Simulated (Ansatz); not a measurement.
BaF2 (fluorite, Fm-3m), PBEsol in the plane-wave PAW code Ansatz. The conduction-band minimum lies at Γ, with 1 equivalent valley. Second derivatives d²E/dk² of the lowest band at one valley (eV·Å²), along Cartesian directions:

```tsv
direction	d²E/dk²
[100]	15.83
[010]	15.83
[001]	15.83
[110]	15.83
[101]	15.83
[011]	15.83
```

**Question.** Find the principal effective masses, the density-of-states mass and the conductivity mass.

**Answer.** Off-diagonal terms follow from H_xy = H[110] − (H_xx + H_yy)/2, and m*/mₑ = 7.620 eV·Å² over each eigenvalue: 0.48, 0.48, 0.48. One valley's DOS mass (m₁m₂m₃)^(1/3) = 0.48, conductivity mass 3/(Σ 1/mᵢ) = 0.48 mₑ.

**Question.** What effective density of states Nc follows at 300 K for parabolic valleys?

**Answer.** Nc = 2.509e19 × 1 × (0.48)^(3/2) ≈ 8.3e18 cm⁻³.

The PBEsol relaxation kept the symmetry of its start. Spin–orbit coupling is left out wherever it is not named.

Potentials: the later of the program's two PAW sets.

Edges and masses are those of Kohn–Sham bands, whose gap is no quasiparticle gap.
